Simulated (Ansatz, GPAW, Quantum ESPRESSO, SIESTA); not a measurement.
**Y2Ge3: programs and potentials compared**

```xyz
5
Lattice="4.3924 0.0000 0.0000 -2.1962 3.8040 0.0000 0.0000 0.0000 7.1073" Properties=species:S:1:pos:R:3 pbc="T T T"
Y    -0.0044    0.0204    1.8735
Y     0.0117    0.0235    5.1503
Ge    2.1574    1.3504   -0.0077
Ge    2.1568    1.2649    3.6008
Ge   -0.0614    2.5145   -0.0144
```

The cell comes from a database or a generator and needn't be the stable form of this composition.

Atoms were shifted at random by some hundredths of an Å from the given cell, which wasn't relaxed again for these runs.

Alike in all runs: task single point; functional PBE; k mesh 7 × 7 × 4; occupations fermi-dirac, width 0.05 eV; no spin polarisation; no spin-orbit coupling. Pressure is positive in compression and, in plane waves, holds the error of the finite cutoff, which Ansatz's Pulay term estimates and takes out.

```csv
program and potentials,plane-wave cutoff (eV),notes,pressure (GPa),largest force (eV/Å),energy over the undisturbed cell (meV/atom)
"Ansatz, Ansatz PAW",420,12.8 valence electrons an atom on average,0.58,0.531,10.82
"Quantum ESPRESSO, SSSP 1.3 efficiency PBE",748,12.8 valence electrons an atom on average,0.55,0.530,10.81
"SIESTA, files PseudoDojo sr-pbe-0.4.1-standard, DZP (energy shift 0.003 Ry; two zetas on semicore shells)",-,atomic basis; 12.8 valence electrons an atom on average,1.40,0.568,11.52
"GPAW, GPAW PAW data sets (gpaw-data 1.2.1)",600,6.8 valence electrons an atom on average,0.53,0.549,-
```

Force on atom 3 (Ge), eV/Å:

```csv
program and potentials,x,y,z
"Ansatz, Ansatz PAW",-0.060,-0.526,-0.042
"Quantum ESPRESSO, SSSP 1.3 efficiency PBE",-0.060,-0.525,-0.042
"SIESTA, files PseudoDojo sr-pbe-0.4.1-standard, DZP (energy shift 0.003 Ry; two zetas on semicore shells)",-0.085,-0.560,-0.034
"GPAW, GPAW PAW data sets (gpaw-data 1.2.1)",-0.067,-0.543,-0.042
```

The pressure spans 0.53 (GPAW, GPAW PAW data sets (gpaw-data 1.2.1)) to 1.40 GPa (SIESTA, files PseudoDojo sr-pbe-0.4.1-standard, DZP (energy shift 0.003 Ry; two zetas on semicore shells)). Rows in atomic bases carry the error of their basis and grid, which can be large.

Differences between rows come from potentials, basis sets and numerical settings, since the functional is the same but for its coding. Runs on potential files found faulty are left out.
